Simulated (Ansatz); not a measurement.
Starting cell, AlNi₃ (Cu3Au type):

```xyz
4
Lattice="3.5261 0.0000 0.0000 0.0000 3.5261 0.0000 0.0000 0.0000 3.5261" Properties=species:S:1:pos:R:3 pbc="T T T"
Ni     0.0000     1.7631     1.7631
Ni     1.7631     1.7631     0.0000
Ni     1.7631     0.0000     1.7631
Al     0.0000     0.0000     0.0000
```

In this cell atom 1 (Ni, nearest neighbour Ni at 2.493 Å; its periodic images, 3.5 Å or more away, move with it) is moved by s towards the nearest neighbour, unit vector (-0.707, -0.707, 0.000); all other atoms and the cell stay fixed.

Computed with r2SCAN (plane waves to 500 eV, PAW, scalar-relativistic; Ansatz, a program for electronic structure). k mesh 11×11×11 (Γ-centred), Fermi-Dirac smearing 0.05 eV. Energies are smeared free energies. With partly filled bands, energies and forces of such displacements shift with the k mesh and the smearing. AlNi3 was relaxed with its symmetry unable to fall. Relaxed AlNi3 ends ferromagnetic. The magnetic order is the one the run started from; other orders were not tried. The zero of ΔE is the undisplaced structure.

Successive frames, forces in eV/Å:

```tsv
frame	ΔE (meV/cell)	F on Ni1	F on Ni2	F on Ni3	F on Al4
s = 0.400 Å	887	(3.483, 3.501, 0.000)	(-1.419, -0.013, 0.000)	(-2.293, -2.216, 0.000)	(0.228, -1.272, 0.000)
s = 0.300 Å	475	(2.374, 2.396, 0.000)	(-1.079, -0.043, 0.000)	(-1.425, -1.397, 0.000)	(0.131, -0.955, 0.000)
s = 0.200 Å	203	(1.474, 1.488, 0.000)	(-0.722, -0.041, 0.000)	(-0.820, -0.813, 0.000)	(0.068, -0.635, 0.000)
```

Problem. What are the energy and the forces in the next frame, s = 0.100 Å?

Solution. ΔE (meV/cell) = 50.

| atom | Fx | Fy | Fz |
|---|---|---|---|
| Ni1 | 0.705 | 0.709 | 0.000 |
| Ni2 | -0.360 | -0.022 | 0.000 |
| Ni3 | -0.372 | -0.372 | 0.000 |
| Al4 | 0.028 | -0.316 | 0.000 |

(A displaced cell: forces are minus the slopes of the energy, force constants its curvatures, and phonons follow from these.)
